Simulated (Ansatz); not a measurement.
**CuNi3N: computed property card**

CuNi3N:
```
CELL_PARAMETERS angstrom
      3.70922     0.00000     0.00000
      0.00000     3.70922     0.00000
      0.00000     0.00000     3.70922
ATOMIC_POSITIONS crystal
  Cu 0.00000 0.00000 0.00000
  Ni 0.00000 0.50000 0.50000
  Ni 0.50000 0.00000 0.50000
  Ni 0.50000 0.50000 0.00000
  N  0.50000 0.50000 0.50000
```
The run is spin-polarised; directions of the spins, atom by atom: 0 ↑ ↑ ↑ ↑.

Space group Pm-3m (No. 221), anti-perovskite; conventional cell a = b = c = 3.709 Å, α = β = γ = 90.00°.

Method: plane-wave PAW HSE06 (Ansatz code). The cell and atoms are relaxed at this level. Other levels are named where they apply.

**Cell and energy**

```
Quantity              Value
---------------  ----------
Volume per atom    10.21 Å³
Density          8.25 g/cm³
```

**Electronic structure**

```
Quantity                         Result
--------------------  -----------------
Electronic character  metallic (no gap)
```

**Magnetism**

```
Item                      Result
--------------  ----------------
Magnetic order     ferromagnetic
Net moment      0.34 μB per atom
```

**Mechanics**

```
Property                             Result
----------------------------------  -------
Bulk modulus (Birch–Murnaghan fit)  199 GPa
Pressure derivative B′                  5.4
```

**Charges**

```
Quantity                               Value
-------------  -----------------------------
Bader charges  Cu +0.10, Ni +0.37, N -1.22 e
```

The first step of the workflow began from a Materials Project structure, measured or hypothetical; the Crystallography Open Database copy checked does not list it. Whether it is the stable phase at ambient conditions was not checked. The HSE06 relaxation kept the symmetry of its start; whether a distortion lowers the energy is not shown. The final state is ferromagnetic, the only order run, not a proven ground state. Other orbital occupations within this spin state were not tried. For itinerant 3d metals, meta-GGAs of the SCAN family and hybrids are commonly reported to give too large moments. The hybrid run found no gap, on a coarse k-mesh. Point labels and valley counts follow the cell and symmetry of the run, lower than the named group.

Potentials: the later of the program's two PAW sets.
